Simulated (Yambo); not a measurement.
**BaO$_{2}$: lowest vertical excitons**

```
CELL_PARAMETERS angstrom
     -1.88565     1.88565     3.37505
      1.88565    -1.88565     3.37505
      1.88565     1.88565    -3.37505
ATOMIC_POSITIONS crystal
  O  0.39121 0.39121 0.00000
  O  0.60879 0.60879 0.00000
  Ba 0.00000 0.00000 0.00000
```

Cell and atoms were relaxed with PBEsol from Materials Project entry mp-1105, within its symmetry.

BSE in Yambo on PBEsol (Quantum ESPRESSO, PseudoDojo norm-conserving, 84 Ry, with spin-orbit coupling) bands: 6×6×6 mesh, 8 valence and 4 conduction bands, static screening with 58 bands and a 4 Ry block, scissor 1.65 eV, Tamm-Dancoff; field along x.

```csv
state,energy (eV),states within 2 meV,relative strength,class,main transitions
1,2.51,2,< 0.01,dark,several band pairs
2,2.52,2,< 0.01,dark,several band pairs
3,2.53,2,< 0.01,dark,several band pairs
4,3.14,2,< 0.01,dark,several band pairs
5,3.14,2,< 0.01,dark,several band pairs
6,3.17,2,< 0.01,dark,several band pairs
```

These are vertical excitations (zero momentum). The direct quasiparticle gap on this mesh is 3.71 eV; counted from there, state 1 is bound by 1.20 eV. On a 4×4×4 mesh the same difference is 1.30 eV.

Strengths are relative to the strongest of the lowest states of this run; strong means a line over 3 % of the spectrum's maximum, dark under 0.03 %. Absolute energies carry the error of the G0W0 scissor, whose convergence isn't established; the long-wavelength screening was taken along (1,1,1) although the crystal is anisotropic.
